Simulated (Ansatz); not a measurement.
Below is a relaxed structure of Al3GaAs4. The cell was found from a structure generator's guess, not taken from experiment.

Computed with DFT PBE, scalar-relativistic, plane waves, PAW in Ansatz. Cutoff 420 eV, Γ-centred mesh, Gaussian smearing, no spin polarisation.

```
Al Ga As
1.0
     4.05548    0.00000    0.00000
     0.00000    4.05548    0.00000
     0.00000    0.00000   11.45583
Al Ga As
3 1 4
Direct
  0.00000 0.00000 0.74976
  0.00000 0.00000 0.25024
  0.50000 0.50000 0.50000
  0.50000 0.50000 0.00000
  0.50000 0.00000 0.87413
  0.00000 0.50000 0.12587
  0.50000 0.00000 0.37511
  0.00000 0.50000 0.62489
```

The zero of energy is the elements' standard structures at the same level; no fitted shifts are applied.

(1) What space group does it have?

(2) What is its formation energy per atom?

(3) Is it a metal?

Answers

(1) P-4m2 (No. 115), with Al and Ga ordered on zinc blende sites. Conventional cell: a = 4.055 Å, c = 11.456 Å. Al on a site of symmetry 2mm has 4 As at 2.48 Å; Al on a site of symmetry -4m2 has 4 As at 2.48 Å; Ga has 4 As at 2.49 Å; around As on its first site lie 2 Al at 2.48 Å and 2 Ga at 2.49 Å; 1 more site not described.

(2) −0.452 eV/atom. Whether it is stable depends on the other phases of the system, which aren't compared here.

(3) No, the gap on the 8×8×4 mesh is 1.27 eV.

The last run used an 8×8×4 mesh (in the run's order of axes) for its 8-atom cell and Gaussian smearing of 0.02 eV. Kohn–Sham gaps at this level usually fall short of measured ones. The reference form of As is held partly by dispersion forces, which this level lacks. Symmetry constrained the relaxation, so the result can be a saddle point.
